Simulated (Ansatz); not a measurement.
A: KBr (rock salt), a = 6.609 Å, b = 6.609 Å, c = 6.609 Å, α = 90.00°, β = 90.00°, γ = 90.00°
B: InP (zinc blende), a = 5.907 Å, b = 5.907 Å, c = 5.907 Å, α = 90.00°, β = 90.00°, γ = 90.00°
C: BP (zinc blende), a = b = c = 4.5366 Å, α = β = γ = 90.00°

Scan: energy over volume and axial ratio (atoms clamped). One method and one kind of scan serve all of them; meshes and ranges differ. All were relaxed with their symmetry unable to fall.

Question: Order them by shear modulus C′ = (C11 − C12)/2 (fitted) (lowest first) at the level r2SCAN (plane waves to 500 eV, PAW, scalar-relativistic; Ansatz, a quantum-chemistry and plane-wave program).

Answer: A (17 GPa), B (22 GPa), C (144 GPa)

(Under strain, the slope of the energy per volume gives the stress and its curvature an elastic modulus.)
